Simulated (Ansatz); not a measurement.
## Ti2CS: reading a single point

```
Ti C S
1.0
     3.19186    0.00000    0.00000
    -1.59593    2.76423    0.00000
     0.00000    0.00000   11.13672
Ti C S
4 2 2
Direct
  0.33333 0.66667 0.09900
  0.66667 0.33333 0.59900
  0.33333 0.66667 0.40100
  0.66667 0.33333 0.90100
  0.00000 0.00000 0.00000
  0.00000 0.00000 0.50000
  0.66667 0.33333 0.25000
  0.33333 0.66667 0.75000
```

Single point in Ansatz 0.2.0 with r2SCAN, collinear spin. Cutoff 500 eV, PAW datasets, 6×6×2 (shifted by 0, 0, 0.5 steps) k mesh, gaussian filling (width 0.0107 eV).

The state carries no moments; the state need not be the lowest.

Q: Metal or insulator?

A: It is a metal, with about 1 states/eV a cell as the mean within 0.25 eV of the Fermi level, mostly Ti d (92 %).

Q: Which atom feels the largest force, and which way?

A: The largest is on Ti1 (and as large on other atoms): 0.07 eV/Å, components (0.00, 0.00, 0.07). It makes 121° with the line to a nearest neighbour, C5 at 2.15 Å.

Q: Give the Bader charges.

A: Bader charges in e: Ti +1.65, C -2.02, S -1.29. In the mean Ti gives up most and C takes most.

Q: Is it stable against the elements?

A: -1.44 eV an atom against the elements' usual phases (free molecules for gases, crystals otherwise, with no correction for O₂ or N₂), so it is bound against them; other compounds may still compete. Relaxing would lower it.

Q: Describe some of the short contacts.

A: Ti–C at 2.15 Å: least valence density 0.52 e/Å³ and ELF 0.25 there. Ti–S at 2.49 Å: least valence density 0.35 e/Å³ and ELF 0.16 there. Both are smooth PAW fields, read partly inside the augmentation spheres.

Q: Is the cell too large or too small?

A: The pressure is 2.8 GPa (compression positive), so with the atoms held at these fractions the cell would first expand.

Origin: a database entry at a rescaled volume. Caveats: the k mesh is coarse if the cell is a metal.
